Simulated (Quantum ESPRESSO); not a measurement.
## Mo2SnZn3Ti2 (input and log of a self-consistent run)

Simulated, not a measurement. The program is pw.x of Quantum ESPRESSO 7.5 (plane-wave density functional theory). The cell is made up: eight metal atoms on a hexagonal close-packed lattice, with elements, volume, strain and displacements drawn at random and not relaxed, so it may be unstable or far from any real phase. PseudoDojo standard norm-conserving files set the functional (PBE unless stated); there is no spin polarisation or spin-orbit coupling, the Fermi-Dirac width of 0.25 eV means electrons at about 2900 K, and the masses in the input are unused placeholders. The tin pseudopotential is less sure than most, with forces differing by about three percent from a second method on plain tin. A spin test at this wide smearing found no moment, but such smearing suppresses magnetism that the real alloy may have.

Input:

```
&control calculation='scf', pseudo_dir='./dojo.nc.sr.pbe.v0_5.standard.upf', outdir='./o', disk_io='minimal', tprnfor=.true., tstress=.true. /
&system ibrav=0, nat=8, ntyp=4, nbnd=76, ecutwfc=84.00895049, nosym=.true., tot_charge=0,
 occupations='smearing', smearing='fd', degauss=0.0183746611
/
&electrons conv_thr=1.470e-08, electron_maxstep=70, mixing_beta=0.5 /
ATOMIC_SPECIES
Mo 1.0 Mo.upf
Sn 1.0 Sn.upf
Ti 1.0 Ti.upf
Zn 1.0 Zn.upf
CELL_PARAMETERS angstrom
2.8797 0.0 0.0
1.4399 -2.4939 -4.7992
1.4399 7.4817 -4.7992
ATOMIC_POSITIONS angstrom
Mo 0.0959 -0.0959 0.0607
Sn 1.6201 2.525 -4.7857
Zn 1.3404 -0.9693 -2.3497
Ti 2.7465 1.5434 -7.1989
Mo 2.9973 5.054 -4.7815
Ti 2.823 0.0115 -4.8408
Zn 2.6779 1.6934 -2.5379
Zn 4.307 4.1161 -7.1292
K_POINTS automatic
8 4 3 1 1 1
```

The log is shortened where brackets say so; the opening notice, blank lines, dates and the lines on written files are dropped, and the path of the files is cut. It prints rydbergs, bohrs and kilobars, and counts compression as positive stress. Its total energy is the free energy E - TS of the whole cell.

```
     Program PWSCF v.7.5
     Parallel version (MPI & OpenMP), running on       4 processor cores
     Number of MPI processes:                 4
     Threads/MPI process:                     1
     [start-up lines left out]
     bravais-lattice index     =            0
     lattice parameter (alat)  =       5.4418  a.u.
     unit-cell volume          =     930.3615 (a.u.)^3
     number of atoms/cell      =            8
     number of atomic types    =            4
     number of electrons       =       126.00
     number of Kohn-Sham states=           76
     kinetic-energy cutoff     =      84.0090  Ry
     charge density cutoff     =     336.0358  Ry
     scf convergence threshold =      1.5E-08
     mixing beta               =       0.5000
     number of iterations used =            8  plain     mixing
     Exchange-correlation= PBE
                           (   1   4   3   4   0   0   0)
     [axes and pseudopotential details left out]
   Cartesian axes
     site n.     atom                  positions (alat units)
         1        Mo     tau(   1) = (   0.0333021  -0.0333021   0.0210786  )
         2        Sn     tau(   2) = (   0.5625933   0.8768274  -1.6618745  )
         3        Zn     tau(   3) = (   0.4654652  -0.3365976  -0.8159531  )
         4        Ti     tau(   4) = (   0.9537452   0.5359586  -2.4998785  )
         5        Mo     tau(   5) = (   1.0408376   1.7550439  -1.6604160  )
         6        Ti     tau(   6) = (   0.9803104   0.0039935  -1.6810084  )
         7        Zn     tau(   7) = (   0.9299233   0.5880474  -0.8813071  )
         8        Zn     tau(   8) = (   1.4956419   1.4293503  -2.4756745  )
     number of k points=    48  Fermi-Dirac smearing, width (Ry)=  0.0184
                       cart. coord. in units 2pi/alat
        k(    1) = (   0.0625000   0.0120281  -0.0625033), wk =   0.0416667
        k(    2) = (   0.0625000  -0.1804215   0.0375030), wk =   0.0416667
     [further k points left out]
     Dense  grid:    96757 G-vectors     FFT dimensions: (  32,  64, 100)
     Estimated max dynamical RAM per process >     335.33 MB
     Estimated total dynamical RAM >       1.24 GB
     Initial potential from superposition of free atoms
     starting charge     125.9920, renormalised to     126.0000
     Starting wfcs are   79 randomized atomic wfcs
     total cpu time spent up to now is        5.8 secs
     per-process dynamical memory:   256.8 Mb
     Self-consistent Calculation
     iteration #  1     ecut=    84.01 Ry     beta= 0.50
     Davidson diagonalization with overlap
     ethr =  1.00E-02,  avg # of iterations =  4.2
     total cpu time spent up to now is       22.7 secs
     total energy              =   -1927.57955240 Ry
     estimated scf accuracy    <       4.31088142 Ry
     iteration #  2     ecut=    84.01 Ry     beta= 0.50
     Davidson diagonalization with overlap
     ethr =  3.42E-03,  avg # of iterations =  5.8
     total cpu time spent up to now is       40.7 secs
     total energy              =   -1926.72142899 Ry
     estimated scf accuracy    <      79.82648461 Ry
     iteration #  3     ecut=    84.01 Ry     beta= 0.50
     Davidson diagonalization with overlap
     ethr =  3.42E-03,  avg # of iterations =  6.0
     total cpu time spent up to now is       56.0 secs
     total energy              =   -1930.10877650 Ry
     estimated scf accuracy    <       4.74847160 Ry
     iteration #  4     ecut=    84.01 Ry     beta= 0.50
     Davidson diagonalization with overlap
     ethr =  3.42E-03,  avg # of iterations =  3.0
     total cpu time spent up to now is       67.1 secs
     total energy              =   -1930.24988220 Ry
     estimated scf accuracy    <       2.78978527 Ry
     iteration #  5     ecut=    84.01 Ry     beta= 0.50
     Davidson diagonalization with overlap
     ethr =  2.21E-03,  avg # of iterations =  2.1
     total cpu time spent up to now is       77.8 secs
     total energy              =   -1930.22485082 Ry
     estimated scf accuracy    <       0.82097395 Ry
     [iterations 6 to 12 left out]
     iteration # 13     ecut=    84.01 Ry     beta= 0.50
     Davidson diagonalization with overlap
     ethr =  4.47E-08,  avg # of iterations =  1.4
     total cpu time spent up to now is      169.5 secs
     total energy              =   -1930.34634323 Ry
     estimated scf accuracy    <       0.00000206 Ry
     iteration # 14     ecut=    84.01 Ry     beta= 0.50
     Davidson diagonalization with overlap
     ethr =  1.64E-09,  avg # of iterations =  4.7
     total cpu time spent up to now is      182.4 secs
     total energy              =   -1930.34634359 Ry
     estimated scf accuracy    <       0.00000030 Ry
     iteration # 15     ecut=    84.01 Ry     beta= 0.50
     Davidson diagonalization with overlap
     ethr =  2.39E-10,  avg # of iterations =  2.3
     total cpu time spent up to now is      193.4 secs
     total energy              =   -1930.34634360 Ry
     estimated scf accuracy    <       0.00000024 Ry
     iteration # 16     ecut=    84.01 Ry     beta= 0.50
     Davidson diagonalization with overlap
     ethr =  1.87E-10,  avg # of iterations =  2.0
     total cpu time spent up to now is      204.1 secs
     total energy              =   -1930.34634362 Ry
     estimated scf accuracy    <       0.00000044 Ry
     iteration # 17     ecut=    84.01 Ry     beta= 0.50
     Davidson diagonalization with overlap
     ethr =  1.87E-10,  avg # of iterations =  1.0
     total cpu time spent up to now is      213.7 secs
     End of self-consistent calculation
     [lines on levels left out]
!    total energy              =   -1930.34634363 Ry
     estimated scf accuracy    <       0.00000001 Ry
     smearing contrib. (-TS)   =      -0.11829282 Ry
     internal energy E=F+TS    =   -1930.22805080 Ry
     The total energy is F=E-TS. E is the sum of the following terms:
     one-electron contribution =   -1083.90757406 Ry
     hartree contribution      =     594.97537721 Ry
     xc contribution           =    -254.95569276 Ry
     ewald contribution        =   -1186.34016120 Ry
     convergence has been achieved in  17 iterations
     Forces acting on atoms (cartesian axes, Ry/au):
     atom    1 type  1   force =    -0.01393999    0.01208359   -0.00054911
     atom    2 type  2   force =    -0.02812380    0.01647311   -0.02589349
     atom    3 type  4   force =     0.00446092    0.01473098   -0.01213511
     atom    4 type  3   force =     0.00743997    0.04210975   -0.01445116
     atom    5 type  1   force =     0.00643973    0.01325704    0.01159535
     atom    6 type  3   force =     0.01160739   -0.06584897   -0.00327743
     atom    7 type  4   force =     0.01056486   -0.04179510    0.06850483
     atom    8 type  4   force =     0.00155091    0.00898960   -0.02379387
     Total force =     0.128565     Total SCF correction =     0.000606
     Computing stress (Cartesian axis) and pressure
          total   stress  (Ry/bohr**3)                   (kbar)     P=      -21.43
  -0.00006313  -0.00015356  -0.00007265           -9.29      -22.59      -10.69
  -0.00015356  -0.00019166  -0.00000621          -22.59      -28.19       -0.91
  -0.00007265  -0.00000621  -0.00018225          -10.69       -0.91      -26.81
     init_run     :      5.46s CPU      5.69s WALL (       1 calls)
     electrons    :    203.01s CPU    207.93s WALL (       1 calls)
     forces       :      1.48s CPU      1.49s WALL (       1 calls)
     stress       :      5.04s CPU      5.05s WALL (       1 calls)
     [timing details left out]
     PWSCF        :   3m35.13s CPU   3m40.32s WALL
     JOB DONE.
```

In other units: free energy -26263.700 eV for the cell, pressure -2.14 GPa, largest force component 1.761 eV/Å in size. The run took 222 s of wall time with four MPI processes on a shared machine (Intel Xeon, 2023 or later, virtual cores), so the time is rough. A rerun of this cell at a higher cutoff and on a denser mesh moved values by no more than 0.002 eV in energy, 0.03 GPa in stress and 0.014 eV/Å in force, and a second program with other atomic files agreed on that cell to 2 % rms in force and 0.5 GPa in pressure.